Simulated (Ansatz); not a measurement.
BW:
```
BW
1.0
    1.56769    -4.20605     0.00000
    1.56769     4.20605     0.00000
    0.00000     0.00000     3.05924
B W
2 2
Cartesian
  1.56769  -0.51035   2.29443
  1.56769   0.51035   0.76481
  1.56769  -2.98721   2.29443
  1.56769   2.98721   0.76481
```

Relaxed with LDA. Special points in fractions of this cell's reciprocal vectors: Γ (0.000, 0.000, 0.000); Y (-0.500, 0.500, 0.000); C0 (-0.285, 0.715, 0.000); Σ0 (0.285, 0.285, 0.000); Z (0.000, 0.000, 0.500); A0 (0.285, 0.285, 0.500); E0 (-0.285, 0.715, 0.500); T (-0.500, 0.500, 0.500); S (0.000, 0.500, 0.000); R (0.000, 0.500, 0.500).

List the band energies nearest the Fermi level at these points for LDA in the plane-wave PAW code Ansatz.

In eV from the Fermi level; about four levels below and three above (degenerate sets whole), none deeper than 8.9 eV; … stands for higher levels left out; points with the same levels are listed once.

```tsv
k	below	above
Γ	-2.87 -1.34 -0.71 0.00	1.20 1.24 2.31
Y	-4.80 -3.71 -0.66 -0.20	0.90 0.97 2.11
C0	-2.59 -2.51 -1.58 -0.67	1.42 2.40 2.52
Z	-5.33 -5.33 -3.79 -3.79	2.25 2.25 2.54 2.54
A0	-5.19 -5.19 -2.92 -2.92	1.61 1.61 2.79 2.79
T	-1.21 -1.21 -0.05 -0.05	2.66 2.66 …
S	-3.18 -2.47 -0.70 -0.01	1.40 1.49 2.45
R	-5.28 -5.28 -3.13 -3.13	2.29 2.29 2.91 2.91
```

Space group Cmcm. The first step of the workflow began from a Materials Project structure, measured or hypothetical; the Crystallography Open Database copy checked does not list it. COD files the formula under space group No. 141. Whether it is the stable phase at ambient conditions was not checked. Symmetry was held in the LDA relaxation; whether a distortion lowers the energy is not shown. The run is not spin-polarised. Spin–orbit coupling is left out wherever it is not named.

Potentials: the later of the program's two PAW sets.
